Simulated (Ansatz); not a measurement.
Below is a relaxed structure of HfZrTe₄. The cell was found from a structure generator's guess, not taken from experiment.

Level of theory: DFT PBE, scalar-relativistic, plane waves, PAW in Ansatz 0.2.0. Cutoff 420 eV, Γ-centred mesh, Gaussian smearing, no spin polarisation.

```cif
data_structure
_symmetry_space_group_name_H-M 'P 1'
_symmetry_Int_Tables_number 1
_cell_length_a 3.9725
_cell_length_b 3.9725
_cell_length_c 14.2523
_cell_angle_alpha 90.000
_cell_angle_beta 90.000
_cell_angle_gamma 120.000
_cell_volume 194.78
loop_
_atom_site_label
_atom_site_type_symbol
_atom_site_fract_x
_atom_site_fract_y
_atom_site_fract_z
_atom_site_occupancy
Zr1 Zr 0.00000 0.00000 0.00000 1
Hf1 Hf 0.00000 0.00000 0.50000 1
Te1 Te 0.33333 0.66667 0.12638 1
Te2 Te 0.33333 0.66667 0.62446 1
Te3 Te 0.66667 0.33333 0.37554 1
Te4 Te 0.66667 0.33333 0.87362 1
```

Energies over the elements count from the elements' standard structures at the same level, with no fitted energy shifts.

**Question.** What space group does it have?

**Answer.** P-3m1 (No. 164), with Zr and Hf ordered on cadmium iodide sites. Conventional cell: a = 3.973 Å, c = 14.252 Å. Around Zr lie 6 Te at 2.92 Å; around Hf lie 6 Te at 2.90 Å; around Te on its first site lie 3 Zr at 2.92 Å; Te on its second site has 3 Hf at 2.90 Å.

**Question.** What is its formation energy per atom?

**Answer.** −0.86 eV/atom. It lies below the elements, which doesn't yet make it stable against other compounds or structures.

**Question.** Is it a metal?

**Answer.** Yes, bands cross the Fermi level on the 12×12×4 mesh.

The last run used a 12×12×4 mesh (in the run's order of axes) for its 6-atom cell and Gaussian smearing of 0.10 eV. Weakly bound directions are ill-defined at this level, which has no dispersion term. These runs have no spin–orbit coupling, which can matter for Hf and Te. The reference form of Te is held partly by dispersion forces, which this level lacks. Symmetry constrained the relaxation, so the result can be a saddle point.
